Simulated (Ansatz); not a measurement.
Ru:
Space group P6₃/mmc (No. 194); a = b = 2.6749 Å, c = 4.2259 Å, α = β = 90.00°, γ = 120.00°

```
atom  site  symmetry       x       y       z
----  ----  --------  ------  ------  ------
Ru      2c      -6m2  0.3333  0.6667  0.2500
```

Relaxed with LDA.

Task: Decompose the optical modes at the zone centre into irreducible representations, and say which are infrared and Raman allowed.

Result: Point group 6/mmm: Γ_opt = B1g + E2g. Infrared: none. Raman: E2g.

Task: Assign frequencies (DFPT, plane-wave PAW LDA (Ansatz code)).

Result: E2g 204, B1g 269 cm⁻¹.

Subscripts of B labels follow the axes of the standard setting.

Space group P6_3/mmc (hcp (Mg type)). The LDA relaxation kept the symmetry of its start; of distortions, only those at the zone centre were tested. No spin polarisation was allowed. As this level gives no gap, phonon frequencies hold no LO–TO term and depend on the k-mesh and smearing (Fermi–Dirac, 0.1 eV here). Axis ratios of metals converge slowly with the k-mesh, so a and c are less sure than the volume.

Potentials: the earlier of the program's two PAW sets.
